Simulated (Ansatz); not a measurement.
Ge:
```
Ge
1.0
   -3.46372     3.46372     3.46372
    3.46372    -3.46372     3.46372
    3.46372     3.46372    -3.46372
Ge
4
Direct
  0.00000   0.25000   0.50000
  0.25000   0.50000   0.00000
  0.50000   0.00000   0.25000
  0.25000   0.25000   0.25000
```

Relaxed with PBE. Special points in fractions of this cell's reciprocal vectors: Γ (0.000, 0.000, 0.000); H (0.500, -0.500, 0.500); N (0.000, 0.000, 0.500); P (0.250, 0.250, 0.250).

Task: List the band energies nearest the Fermi level at these points for DFT-PBE with spin–orbit coupling in the program Ansatz with PAW potentials.

Result: In eV from the Fermi level; about four levels below and three above (degenerate sets whole), none deeper than 8.9 eV; points with the same levels are listed once.

| k | below | above |
|---|---|---|
| Γ | -0.56 -0.56 -0.56 -0.56 | 2.79 2.79 2.95 2.95 2.95 2.95 |
| H | -2.87 -2.87 -1.86 -1.86 | 0.59 0.59 1.07 1.07 |
| N | -0.32 -0.32 -0.14 -0.14 | 0.42 0.42 0.84 0.84 |
| P | -0.93 -0.93 -0.93 -0.88 | 0.64 0.73 0.73 0.73 |

Space group I4_132. The start of the workflow was typed in or built on a structure type; neither database checked (COD, Materials Project) lists it. It is not the phase usual at ambient conditions (space group No. 227). The cell was relaxed with PBE under the symmetry of its start; whether a distortion lowers the energy is not shown. The volume moved by 52 % from the start of the relaxation.

Potentials: the later of the program's two PAW sets.
